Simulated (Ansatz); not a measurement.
The elements of this relaxed trial crystal are hidden behind letters.

```
lattice vectors (Å)
   3.7150    0.0000    0.0000
   0.0000    3.7150    0.0000
   0.0000    0.0000    7.8684
fractional positions
X 0.5000 0.5000 0.0000
X 0.0000 0.0000 0.0000
X 0.5000 0.0000 0.3623
X 0.0000 0.5000 0.6377
Z 0.5000 0.0000 0.6828
Z 0.0000 0.5000 0.3172
```

All numbers below come from DFT PBE, scalar-relativistic, plane waves, PAW in Ansatz 0.2.0. Plane waves to 420 eV, a 10×10×6 mesh through Γ for the 6-atom cell and 0.10 eV Gaussian smearing; no spin polarisation.

```
Space group                                : P4/nmm (No. 129)
Conventional cell                          : a = 3.715 Å, c = 7.868 Å
Volume per atom                            : 18.10 Å³
Density                                    : 5.21 g/cm³
Formation energy                           : +0.05 eV/atom
Gap on the 10×10×6 mesh of the 6-atom cell : 0 eV (a metal)
```

Energies are uncorrected and count from the elements' standard states at the same level.

Problem. X is a p-block element of period 4 and Z is a p-block element of period 3. Which elements are they?

Solution. X = Ga, Z = P, so the formula is Ga2P. Density times volume gives a mean mass of 5.21 × 18.10/1.6605 = 56.8 u per atom, and this set has 56.8 u. Among the elements that the hints allow, noble gases aside, only these give it. Ga on a site of symmetry -4m2 has 4 Ga at 2.63 Å and 4 P at 3.11 Å; around Ga on a site of symmetry 4mm lie 5 P at 2.52–2.65 Å; P is surrounded by 5 Ga at 2.52–2.65 Å and 4 Ga at 3.11 Å.

A structure relaxed within its symmetry needn't be a true minimum.
